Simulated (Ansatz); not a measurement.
NbNF$_{2}$ in space group P4/mmm (No. 123; Nb on 1a, N on 1b, F on 2f) under volume change, DFT-r²SCAN in the program Ansatz with PAW potentials, shape and atoms relaxed at each volume.

```csv
V (Å³/atom),E − E(relaxed) (meV/atom),P (GPa)
14.725,64.7,15.64
15.211,26.9,9.46
15.696,6.3,4.30
16.182,0.0,0.01
16.667,5.6,-3.58
17.153,21.2,-6.64
17.638,45.3,-9.24
```

**Question.** What does a third-order Birch–Murnaghan fit give for V₀, B₀ and B′?

**Answer.** V₀ = 16.18 Å³/atom, B₀ = 132 GPa, B′ = 4.8.

The start of the workflow was typed in or built on a structure type; neither database checked (COD, Materials Project) lists it. Its standing as an ambient phase is unchecked. Symmetry was held in the r²SCAN relaxation; its stability against distortions is not shown here. The workflow began spin-polarised and lost its moments. The cell computed holds one magnetic atom, so no antiferromagnetic order was within reach. Other orbital occupations within this spin state were not tried.

Potentials: the later of the program's two PAW sets.
